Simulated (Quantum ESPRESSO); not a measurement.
```cif
data_Ag4Cl4
_chemical_formula_sum 'Cl4 Ag4'
_space_group_name_H-M_alt 'Fm-3m'
_space_group_IT_number 225
_space_group_name_Hall '-F 4 2 3'
_cell_length_a 5.44761
_cell_length_b 5.44761
_cell_length_c 5.44761
_cell_angle_alpha 90.000
_cell_angle_beta 90.000
_cell_angle_gamma 90.000
loop_
_atom_site_label
_atom_site_type_symbol
_atom_site_symmetry_multiplicity
_atom_site_Wyckoff_symbol
_atom_site_fract_x
_atom_site_fract_y
_atom_site_fract_z
_atom_site_occupancy
Cl1 Cl 4 b 0.50000 0.50000 0.50000 1
Ag1 Ag 4 a 0.00000 0.00000 0.00000 1
```
(The calculation used a cell of 2 atoms; values per cell refer to that cell.)

Cell and atoms were relaxed with PBEsol from Materials Project entry mp-22922, within its symmetry.

What does PBEsol (pw.x of Quantum ESPRESSO, ONCV potentials, no spin-orbit coupling) give for the electronic structure near the Fermi level?

The PBEsol gap is indirect, 0.73 eV, from L to Γ; the smallest direct gap is 3.04 eV. Spin-orbit splittings are left out.
